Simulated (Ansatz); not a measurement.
# Every step of a relaxation of fcc Al (110), 6 layers

DFT, PBE, PAW with Ansatz's default frozen-core files, scalar-relativistic (Ansatz 0.2.0); a Γ-centred 13×9×1 k mesh, Fermi–Dirac smearing of 0.08 eV, no spin polarisation. The run relaxes the atoms in the fixed cell.

Command: `ansatz run input.yaml --threads 2 --pin off --max-ram 4096MiB --backend cpu --events-out ev --progress --plain --runs-dir out` It took 16 s on 2 threads of Intel(R) Xeon(R) 6975P-C (Granite Rapids), with other jobs on the host, peak memory 0.55 GiB.

```yaml
crystal:
  lattice:
    - [2.8574853682, 0.0, 0.0]
    - [0.0, 4.041094562, 0.0]
    - [0.0, 0.0, 23.1437]
  atoms:
    - { symbol: Al, position: [0.25, 0.25, 0.3456661333] }
    - { symbol: Al, position: [0.75, 0.75, 0.40739968] }
    - { symbol: Al, position: [0.25, 0.25, 0.4691332267] }
    - { symbol: Al, position: [0.75, 0.75, 0.5308667733] }
    - { symbol: Al, position: [0.25, 0.25, 0.59260032] }
    - { symbol: Al, position: [0.75, 0.75, 0.6543338667] }
kpoints:
  mp_grid: { grid: [13, 9, 1] }
scf:
  occupations: { method: fermi_dirac, width: 0.08 }
hamiltonian:
  xc: pbe
  pseudopotentials: { kind: paw }
output:
  forces: true
  stress: true
  eigenvalues: true
relax:
  f_tol: 0.01
  max_steps: 40
efield:
  axis: 3
  amplitude: 0
  dipole_correction: true
```

Each step lists its free energy a cell above the last geometry, and Cartesian positions (Å) with forces (eV/Å).

The first step:

```
step 1  dF = 43.53 meV
  Al 0.7144 1.0103 8.0000   0.0000 0.0000 0.2433
  Al 2.1431 3.0308 9.4287   0.0000 0.0000 -0.1699
  Al 0.7144 1.0103 10.8575   0.0000 0.0000 0.0927
  Al 2.1431 3.0308 12.2862   0.0000 0.0000 -0.0927
  Al 0.7144 1.0103 13.7150   0.0000 0.0000 0.1699
  Al 2.1431 3.0308 15.1437   0.0000 0.0000 -0.2433
```

Question: Where does the relaxation end, and by which steps?

Answer: After 5 geometries, with a shortest distance of 2.767 Å. The further steps:
```
step 2  dF = 3.43 meV
  Al 0.7144 1.0103 8.1105   0.0000 0.0000 0.0676
  Al 2.1431 3.0308 9.4264   0.0000 0.0000 -0.0789
  Al 0.7144 1.0103 10.8946   0.0000 0.0000 0.0134
  Al 2.1431 3.0308 12.2491   0.0000 0.0000 -0.0134
  Al 0.7144 1.0103 13.7173   0.0000 0.0000 0.0789
  Al 2.1431 3.0308 15.0332   0.0000 0.0000 -0.0676
step 3  dF = 0.14 meV
  Al 0.7144 1.0103 8.1388   0.0000 0.0000 -0.0117
  Al 2.1431 3.0308 9.4027   0.0000 0.0000 0.0176
  Al 0.7144 1.0103 10.9027   0.0000 0.0000 0.0186
  Al 2.1431 3.0308 12.2410   0.0000 0.0000 -0.0186
  Al 0.7144 1.0103 13.7410   0.0000 0.0000 -0.0176
  Al 2.1431 3.0308 15.0049   0.0000 0.0000 0.0117
step 4  dF = 0.02 meV
  Al 0.7144 1.0103 8.1385   0.0000 0.0000 0.0003
  Al 2.1431 3.0308 9.4083   0.0000 0.0000 -0.0024
  Al 0.7144 1.0103 10.9063   0.0000 0.0000 -0.0101
  Al 2.1431 3.0308 12.2374   0.0000 0.0000 0.0101
  Al 0.7144 1.0103 13.7354   0.0000 0.0000 0.0024
  Al 2.1431 3.0308 15.0052   0.0000 0.0000 -0.0003
step 5  dF = 0.00 meV
  Al 0.7144 1.0103 8.1371   0.0000 0.0000 0.0002
  Al 2.1431 3.0308 9.4076   0.0000 0.0000 -0.0002
  Al 0.7144 1.0103 10.9045   0.0000 0.0000 0.0004
  Al 2.1431 3.0308 12.2392   0.0000 0.0000 -0.0004
  Al 0.7144 1.0103 13.7361   0.0000 0.0000 0.0002
  Al 2.1431 3.0308 15.0066   0.0000 0.0000 -0.0002
```
